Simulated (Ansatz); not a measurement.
BeCdO2:
```
BeCdO2
1.0
    3.05021     0.00000     0.00000
   -1.52511     2.64156     0.00000
    0.00000     0.00000     5.44423
Cd O Be
1 2 1
Direct
  0.33333   0.66667   0.02680
  0.33333   0.66667   0.42013
  0.66667   0.33333   0.80348
  0.66667   0.33333   0.51959
```

Relaxed with r²SCAN. 

**Question.** HSE06 on this cell (Ansatz, a program for electronic structure, PAW) gives a gap of 2.25 eV. What does r²SCAN give?

**Answer.** 1.26 eV.

Cost on shared cores: the r²SCAN run (SCF on a 10×10×5 mesh, then bands and DOS) around 100 core-seconds (rough), the HSE06 run (SCF on 8×8×4, then a few points) about 2.8 core-minutes (a rough figure); the tasks are unlike.

Space group P3m1. The start of the workflow was typed in or built on a structure type; neither database checked (COD, Materials Project) lists it. Its standing as an ambient phase is unchecked. Symmetry was held in the r²SCAN relaxation; whether a distortion lowers the energy is not shown. Scalar-relativistic: spin–orbit coupling is off unless named, which matters more the heavier the elements.

Potentials: the earlier of the program's two PAW sets. The files were generated under PBE; for other functionals the program regenerates the frozen cores, and for LDA and PBEsol the local potential too.

Ansatz is a plane-wave DFT program.
